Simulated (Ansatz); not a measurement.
With DFT-PBEsol in the program Ansatz with PAW potentials, TiO$_{2}$ in the orthorhombic phase (Pbca; Ti on 8c, O on 8c, O on 8c) relaxes to a = 5.120 Å, b = 9.167 Å, c = 5.439 Å. O on 8c has 3 nearest neighbours from 1.91 Å (trigonal planar). Against the elements it lies at -3.08 eV/atom, with no fitted shifts.

The Kohn–Sham gap is 2.34 eV (direct). The valence maximum lies at Γ and the conduction minimum at Γ. HSE06 on the same cell gives 3.88 eV. The electron mass is 0.57, 5.1, 9.8 mₑ (principal values). The hole mass is 1.4, 1.4, 1.6 mₑ (principal values).

The bulk modulus is 196 GPa. The elastic constants imply a Debye temperature near 687 K. Without the LO–TO term the highest mode at Γ lies at 844 cm⁻¹.

The cell was relaxed with PBEsol under the symmetry of its start. The run is not spin-polarised. The references are the lowest solids computed at this level, not always the standard phases (solids in place of the gases).

Potentials: the later of the program's two PAW sets.
